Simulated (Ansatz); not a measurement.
WO3:
```yaml
crystal:
  lattice:
    - [3.79963, 0.00000, 0.00000]
    - [0.00000, 3.79963, 0.00000]
    - [0.00000, 0.00000, 3.79963]
  atoms:
    - { symbol: W, position: [0.00000, 0.00000, 0.00000] }
    - { symbol: O, position: [0.00000, 0.00000, 0.50000] }
    - { symbol: O, position: [0.50000, 0.00000, 0.00000] }
    - { symbol: O, position: [0.00000, 0.50000, 0.00000] }
```

The program Ansatz at the PBEsol level (PAW) gives a gap of 0.59 eV without spin–orbit coupling, maximum at R, minimum at Γ.

Q: What happens when spin–orbit coupling is switched on?

A: The gap shrinks by 0.19 eV, to 0.40 eV; maximum at R, minimum at Γ.

Q: Give the electron effective mass with spin–orbit coupling, band 1 of 2 at the edge.

A: 0.42 along [100], 0.29 along [110], 0.23 along [111] (mₑ).

Q: Give the electron effective mass with spin–orbit coupling, band 2 of 2 at the edge.

A: 0.14 along [100], 0.17 along [110], 0.19 along [111] (mₑ).

Space group Pm-3m (ReO3 type). The first step of the workflow began from a Materials Project structure, measured or hypothetical; the Crystallography Open Database copy checked does not list it. COD files the formula under space group No. 2, 14, 62, 129, 130, 191. Whether it is the stable phase at ambient conditions was not checked. The PBEsol relaxation kept the symmetry of its start. At this level the phase is dynamically unstable (imaginary phonons). No spin polarisation was allowed. No Hubbard U is applied.

Potentials: the earlier of the program's two PAW sets. The files were generated under PBE; for other functionals the program regenerates the frozen cores, and for LDA and PBEsol the local potential too.
